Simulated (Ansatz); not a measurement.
**HfIn4SiO6 and the effect of the functional**

```xyz
12
Lattice="5.2774 0.0000 0.0000 -2.6387 4.5704 0.0000 0.0000 0.0000 10.5590" Properties=species:S:1:pos:R:3 pbc="T T T"
Hf    2.6387    1.5234    0.0000
In    0.0000    0.0000    3.2148
In    0.0000    0.0000    7.3442
In    0.0000    3.0469    8.3331
In    0.0000    3.0469    2.2260
Si    0.0000    0.0000    0.0000
O     3.2747    3.2219    9.5002
O     1.4858    0.1234    1.0589
O     0.8498    1.2250    9.5002
O     2.0027    3.2219    1.0589
O     3.7916    0.1234    9.5002
O     4.4277    1.2250    1.0589
```

The cell comes from a database or a generator and needn't be the stable form of this composition.

Kept alike: task band structure; k mesh 4 × 4 × 2; occupations fermi-dirac, width 0.05 eV; no spin polarisation. Program: Ansatz, all-electron LAPW, scalar-relativistic. The mesh is that of the run's cell of 12 atoms. No spin-orbit coupling.

| functional | band gap (eV) | pressure (GPa) |
| --- | --- | --- |
| LDA | 0.125 | -5.51 |
| PBE | 0.090 | 0.03 |
| RPBE | 0.118 | 2.23 |
| revPBE | 0.128 | 1.66 |

Pressure is positive in compression. Gaps are the smaller of the mesh's and the band path's.

Problem. What does the functional change here?

Solution. The band gap runs from 0.090 (PBE) to 0.128 eV (revPBE). From PBE: LDA +0.035; RPBE +0.028; revPBE +0.038. The pressure runs from -5.51 (LDA) to 2.23 GPa (RPBE). From PBE: LDA -5.54; RPBE +2.20; revPBE +1.63. A positive pressure means that the functional's own cell is larger than the one given, a negative one that it is smaller.
